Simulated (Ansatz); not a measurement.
**Zone-centre phonons of TePt2Se: input and output**

The calculation used Ansatz 0.2.0, DFT PBE, scalar-relativistic, plane waves, PAW.

It can be run as:
```bash
ansatz run input.yaml --threads 1 --pin off --backend cpu --events-out ev --progress --plain --runs-dir out  # memory cap (--max-ram) not shown
```

Input (bare energies are in eV):
```yaml
crystal:
  lattice:
    - [4.1461447976, 0.0, 0.0]
    - [-2.0730723988, 3.5906667225, 0.0]
    - [0.0, 0.0, 5.5863289791]
  atoms:
    - { symbol: Te, position: [0.3333333333, 0.6666666667, 0.5] }
    - { symbol: Pt, position: [0.6666666667, 0.3333333333, 0.7535466878] }
    - { symbol: Pt, position: [0.6666666667, 0.3333333333, 0.2464533122] }
    - { symbol: Se, position: [0.0, 0.0, 0.0] }
basis:
  ecutwfc: 420
kpoints:
  mp_grid: { grid: [12, 12, 8] }
hamiltonian:
  xc: pbe
scf:
  occupations: { method: fermi_dirac, width: 0.15 }
output:
  eigenvalues: true
phonons:
  method: dfpt
  eigenvectors: true
```

The end of the output:
```
--- Phonons (Γ-DFPT): 6 representative perturbations + reference, on 320 of 1152 k-points (Σ response iterations 52) ---
  k mesh reduced under 2 symmetry operations, with k and −k counted as one. Each operation leaves every solved perturbation unchanged. A smaller set is not used because it would not reduce the number of displacements ...
  ASR residual: 9.143e-4 → 0.000e0 eV/Å²; symmetrization residual: 2.480e-5 eV/Å²
  ASR residual per site (eV/Å²): 1.91e-4 9.14e-4 9.14e-4 1.37e-4
  Γ frequencies (cm⁻¹): 0.00 0.00 0.00 39.76 39.76 83.21 96.87 96.87 122.62 122.62 128.22 155.39
  non-analytic LO–TO correction: not included (Born effective charges unavailable; polar crystals: no LO–TO splitting at Γ)
```

The cell was built by swapping an element in a database structure (itself possibly hypothetical) and relaxing; it need not be the stable form of this composition. In a metal, frequencies and elastic constants depend on the k mesh and the smearing, soft modes and shear constants most. Spin–orbit coupling is left out, which matters for heavy elements. A semilocal functional can close a gap that the real compound has.